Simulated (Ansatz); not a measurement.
The relaxed structure here is a generated cell of CsPbCl3: the first start was made by placing the elements on the sites of a structure type, and the end was not matched to a known phase here, so it may be hypothetical. Known forms of CsPbCl3 include space group No. 221.

The end point of a relaxation of CsPbCl$_{3}$. Space group R3c (No. 161). Level of theory: PBEsol (plane waves to 420 eV, PAW, scalar-relativistic; Ansatz, an electronic-structure program).

Space group R3c, hexagonal axes (No. 161); a = 7.968 Å, b = 7.968 Å, c = 18.951 Å, α = 90.00°, β = 90.00°, γ = 120.00°

```csv
atom,site,symmetry,x,y,z
Cs,6a,3.,0.0000,0.0000,0.2700
Pb,6a,3.,0.0000,0.0000,0.0106
Cl,18b,1,0.1058,0.3427,0.0899
```
(The calculation used a cell of 10 atoms; values per cell refer to that cell.)

Problem. Predict the band gap from PBEsol.

Solution. 2.25 eV, direct at Γ (no spin-orbit coupling).

No spin polarisation in the result. Without spin-orbit coupling the bands of the heavy element are not split, so the gap can be far off.

The run could not lose the symmetry of its start, so the end can be a saddle point.
